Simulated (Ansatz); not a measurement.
The structure comes from a relaxation in the same program, started in the fluorite type, and has space group Fm-3m. Whether it is a known phase or the ground state wasn't checked.

An input for CdF$_{2}$ and the output that it gave: DFT, PBE, all-electron LAPW, scalar-relativistic (Ansatz 0.2.0).

```yaml
crystal:
  lattice:
    - [0.0, 2.7407197213, 2.7407197213]
    - [2.7407197213, 0.0, 2.7407197213]
    - [2.7407197213, 2.7407197213, 0.0]
  atoms:
    - { symbol: Cd, position: [0.0, 0.0, 0.0] }
    - { symbol: F, position: [0.25, 0.25, 0.25] }
    - { symbol: F, position: [0.75, 0.75, 0.75] }
kpoints:
  mp_grid: { grid: [11, 11, 11] }
  band_path:
    path:
      - [0.0, 0.0, 0.0]
      - [0.5, 0.0, 0.5]
      - [0.625, 0.25, 0.625]
      - [0.375, 0.375, 0.75]
      - [0.0, 0.0, 0.0]
      - [0.5, 0.5, 0.5]
      - [0.5, 0.25, 0.75]
      - [0.5, 0.0, 0.5]
    npoints: 8
scf:
  occupations: { method: fermi_dirac, width: 0.05 }
hamiltonian:
  xc: pbe
  pseudopotentials: { kind: all_electron, lapw: { basis_error: 0.001 } }
output:
  forces: true
  stress: true
  eigenvalues: true
  fatbands: true
  populations: true
  dos: { projected: true, de: 0.2, e_range: [-14, 8] }
```

Output:

```
Cd: projections on atomic orbitals take those of the free atom 1s2 2s2 2p6 3s2 3p6 3d10 4s2 4p6 4d10 5s2, of charge +0.00 (hamiltonian.pseudopotentials.projection_atoms)
F: projections on atomic orbitals take those of the free atom 1s2 2s2 2p5, of charge +0.00 (hamiltonian.pseudopotentials.projection_atoms)
LAPW: plane waves up to 8.945 Å⁻¹, error target 1.0e-3 eV per atom; small_component_spin mean_spin; F in spheres of 1.069 Å, 7 of its electrons in bands, Dirac shells []; Cd in spheres of 1.304 Å, 30 of its electrons in bands, Dirac shells []
Engine: ansatz 0.2.0
Pseudopotentials: kind: all_electron
Pseudopotential: Cd, LAPW, valence charge 30, Koelling and Harmon's equation, gaussian nucleus
Pseudopotential: F, LAPW, valence charge 7, Koelling and Harmon's equation, gaussian nucleus
Functional definition: PBE
  parameter kappa = 0.804
  parameter beta = 0.06672455060314922
  exchange = pbe_x(kappa = kappa, mu = beta*pi^2/3)
  correlation = pbe_c(beta = beta)
Crystal: 3 atoms, lattice volume = 41.174 Å³
Basis set: ecut = 304.8447721608257 eV, 531 PW (Γ), exchange–correlation at level 2
Bands: 27, of which v1, the nominal top of the filled ones, is band 22 counted from 1 (21 counted from 0)
Symmetry: 48 space group operations
Space group: Fm-3m (ITA 225), of the structure as read, at distance tolerance 3.5e-5 Å
k-points: 56 of 1331
Non-local potential: Cd, projectors of the file, none
Non-local potential: F, projectors of the file, none
Initial density: superposition of atomic densities (chi_scale 0.1, normalization cell, long waves kept (reshape's long-wave potential 0.00 eV rms))
Initial wavefunctions: plane waves of lowest kinetic energy (no species holds an atomic orbital)
Functional: x = pbe(κ = 0.804, μ = 0.2195149727645171), c = pbe(β = 0.06672455060314922)
iter 1 solved again at ethr=5.07e-3 eV; its pass at ethr=1.00e-1 eV (dr2=2.23e0 eV) is discarded
SCF iter   1: F=—  HF=-157675.761974 eV  |F-HF|=—  |Δ(HF+E_count)|=         —  Δρ=6.40e-2  dr2=2.23e0  ethr=5.07e-3  ⟨swp⟩=2.0  Hψ=9162  notcnv=0
preconditioner: auto → none  [insulator: Δε(μ)=4.237 eV  Ē_g=17.776 eV  σ=0.050 eV  W_gap=1.00  n_scr=14 (ndim 8)  ℏωp=29.5 eV  f_vac=0.131  D(μ)=0.00/eV (n_scr^D=0)  ε∞_Penn≈3.8]
iter 2 solved again at ethr=5.86e-5 eV; its pass at ethr=5.07e-3 eV (dr2=2.58e-2 eV) is discarded
SCF iter   2: F=—  HF=-157674.439577 eV  |F-HF|=—  |Δ(HF+E_count)|=    1.32e0  Δρ=1.08e-2  dr2=2.57e-2  ethr=5.86e-5  ⟨swp⟩=2.0  Hψ=7737  notcnv=0
SCF iter   3: F=—  HF=-157674.019504 eV  |F-HF|=—  |Δ(HF+E_count)|=   4.20e-1  Δρ=1.21e-2  dr2=8.54e-2  ethr=5.85e-5  ⟨swp⟩=3.0  Hψ=5189  notcnv=0
SCF iter   4: F=—  HF=-157674.006667 eV  |F-HF|=—  |Δ(HF+E_count)|=   1.28e-2  Δρ=6.86e-4  dr2=1.48e-4  ethr=5.85e-5  ⟨swp⟩=2.0  Hψ=4592  notcnv=0
SCF iter   5: F=—  HF=-157674.005410 eV  |F-HF|=—  |Δ(HF+E_count)|=   1.26e-3  Δρ=4.85e-4  dr2=1.08e-4  ethr=3.36e-7  ⟨swp⟩=3.0  Hψ=4638  notcnv=0
SCF iter   6: F=—  HF=-157674.005312 eV  |F-HF|=—  |Δ(HF+E_count)|=   9.81e-5  Δρ=3.51e-4  dr2=6.77e-5  ethr=2.46e-7  ⟨swp⟩=3.0  Hψ=4622  notcnv=0
SCF iter   7: F=—  HF=-157674.005276 eV  |F-HF|=—  |Δ(HF+E_count)|=   3.62e-5  Δρ=9.41e-5  dr2=4.85e-6  ethr=1.54e-7  ⟨swp⟩=2.0  Hψ=4315  notcnv=0
SCF iter   8: F=—  HF=-157674.005274 eV  |F-HF|=—  |Δ(HF+E_count)|=   2.00e-6  Δρ=1.35e-5  dr2=9.87e-8  ethr=1.10e-8  ⟨swp⟩=2.0  Hψ=4312  notcnv=0
SCF iter   9: F=-157674.005274 eV  HF=-157674.005274 eV  |F-HF|=7.86e-10  |Δ(HF+E_count)|=   3.88e-8  Δρ=1.02e-6  dr2=5.56e-10  ethr=2.24e-10  ⟨swp⟩=2.0  Hψ=4312  notcnv=0
SCF 1 converged in 9 iterations: F = -157674.005274 eV  dr2 = 5.56e-10
NSCF: frozen V_eff on 57 k-points
SCF converged after 9 iterations
Free energy (F): -157674.005274 eV
Harris-Foulkes:  -157674.005274 eV  (|F-HF|=7.86e-10)
Internal energy: -157674.005274 eV  (E = F + TS)
E sigma→0 (E₀):  -157674.005274 eV
Fermi energy:    7.860239 eV
--- Per-component energies (eV) ---
  E_band       = -4279.536152
  E_kinetic    = 164908.624762
  E_xc         = -4776.989502
  E_electrostatic = -317805.640534  (all electrons and nuclei)
  E_smearing   = -0.000000  (= −TS)
  E_closure    = 0.000000  (closes the sum)
  E_atoms      = -157663.060702  (free atoms, spherical and without spin; not in F)
  Σ components = -157674.005274   (vs F -157674.005274, Δ=0.00e0)
  Basis errors (estimates in eV, not in F): energy 3.8e-4 per atom: plane waves 3.6e-4 (2.0e-4 summed), levels above the bands 1.7e-141, relativity 3.2e-8, radial functions 2.4e-5, core shells 6.3e-8; eigenvalues (radial functions only) 1.8e-5; not estimated: angular momenta, meshes, grids; target (lapw.basis_error) 1.0e-3; muffin-tin radii F 1.069 Å, Cd 1.304 Å
--- Forces (eV/Å), atoms counted from 1 ---
  atom   1  Cd    -0.00000000     0.00000000    -0.00000000
  atom   2  F     -0.00000000    -0.00000000     0.00000000
  atom   3  F     -0.00000000    -0.00000000     0.00000000
  max |Σ_I F_I| component: 2.78e-17 eV/Å
--- Stress (GPa, compression-positive) ---
       -0.033023       0.000000       0.000000
        0.000000      -0.033023      -0.000000
        0.000000      -0.000000      -0.033023
  P = ⅓ Tr σ = -0.0330 GPa (-0.330 kbar)
--- Band table (eV; the first three rows and the last of 56) ---
  k-point 0: bands = ["-379.4953", "-379.4953", "-379.4879", "-379.4879", "-379.4879", "-92.2146", "-53.3157", "-53.3157", "-53.3157", "-14.2284", "-13.2652", "0.8191", "0.8191", "0.8191", "1.8102", "1.8102", "5.4437", "5.4437", "5.4437", "5.7381", "5.7381", "5.7381", "9.2073", "18.7533", "18.7533", "18.7533", "23.4897"]
  k-point 1: bands = ["-379.4953", "-379.4953", "-379.4879", "-379.4879", "-379.4879", "-92.2146", "-53.3158", "-53.3157", "-53.3157", "-14.2051", "-13.2854", "0.8468", "0.8468", "0.8960", "1.8025", "1.8025", "5.1575", "5.3794", "5.3794", "5.7240", "5.7565", "5.7565", "9.5163", "18.3392", "18.8659", "18.8659", "24.0674"]
  k-point 2: bands = ["-379.4953", "-379.4953", "-379.4879", "-379.4879", "-379.4879", "-92.2146", "-53.3162", "-53.3158", "-53.3158", "-14.1388", "-13.3429", "0.9194", "0.9194", "1.1128", "1.7886", "1.7886", "4.6534", "5.2160", "5.2160", "5.4980", "5.7920", "5.7920", "10.2869", "17.5145", "19.1782", "19.1782", "25.0555"]
  k-point 55: bands = ["-379.4953", "-379.4953", "-379.4879", "-379.4879", "-379.4879", "-92.2146", "-53.3170", "-53.3169", "-53.3163", "-13.7163", "-13.6945", "1.3282", "1.5797", "1.6699", "1.7612", "1.7935", "2.9988", "3.8570", "4.6956", "5.0386", "5.8074", "6.2745", "13.9165", "17.2829", "17.3878", "18.3919", "21.9732"]
--- Löwdin populations: 3 sites ---
  site symbol       q [e]
     0     Cd     46.4545
     1      F      9.7056
     2      F      9.7056
  spilling = 0.002034 (of n_electrons = 66.000000)
```
